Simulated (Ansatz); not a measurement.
BAs:
```
BAs
1.0
    0.00000     2.40458     2.40458
    2.40458     0.00000     2.40458
    2.40458     2.40458     0.00000
B As
1 1
Cartesian
  1.20229   1.20229   1.20229
  2.40458   2.40458   2.40458
```

Relaxed with PBE. Special points in fractions of this cell's reciprocal vectors: Γ (0.000, 0.000, 0.000); X (0.500, 0.000, 0.500); U (0.625, 0.250, 0.625); K (0.375, 0.375, 0.750); L (0.500, 0.500, 0.500); W (0.500, 0.250, 0.750).

Question: List the band energies nearest the valence-band maximum at these points for the program Ansatz at the PBE level (PAW).

Answer: In eV from the valence-band maximum; about four levels below and three above (degenerate sets whole), none deeper than 8.9 eV; … stands for higher levels left out; points with the same levels are listed once.

| k | below | above |
|---|---|---|
| Γ | 0.00 0.00 0.00 | 3.26 3.26 3.26 |
| X | -8.41 -3.99 -3.99 | 1.46 1.47 … |
| U | -8.04 -5.81 -3.41 | 2.06 5.50 9.10 |
| L | -8.63 -1.79 -1.79 | 2.57 4.77 4.77 |
| W | -7.96 -5.36 -5.07 | 5.26 5.83 6.77 |

Space group F-43m (zinc blende). The PBE relaxation kept the symmetry of its start. The volume moved by 20 % from the start of the relaxation. Spin–orbit coupling is left out wherever it is not named.

Potentials: the later of the program's two PAW sets.
